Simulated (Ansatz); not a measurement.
Si2Mo3 in space group P4/mbm (No. 127; Si on 4g, Mo on 2a, Mo on 4h), plane-wave PAW PBEsol (Ansatz code), all energies at zero smearing, with the estimated change up to a 700 eV cutoff added, with one set of potentials and settings (totals compare only within such a set). Cell of 10 atoms (4 Si, 6 Mo): -31873.967 eV.

| element | reference phase | E (eV/atom) |
|---|---|---|
| Si | Fd-3m, 2 atoms in the cell | -621.4920 |
| Mo | Im-3m, 1 atoms in the cell | -4897.4695 |

Formation energy per atom, worked out: (-31873.967 − 4×(-621.4920) − 6×(-4897.4695))/10 = -0.318 eV/atom (-31 kJ per mol of atoms), at 0 K, without zero-point energy or fitted corrections.

The workflow started from a Materials Project entry (that database holds measured and hypothetical structures alike); the Crystallography Open Database copy checked does not list it. Its standing as an ambient phase is unchecked. The PBEsol relaxation kept the symmetry of its start; whether a distortion lowers the energy is not shown. The run is not spin-polarised. The references are the lowest solids computed at this level, not always the standard phases.

Potentials: the later of the program's two PAW sets.
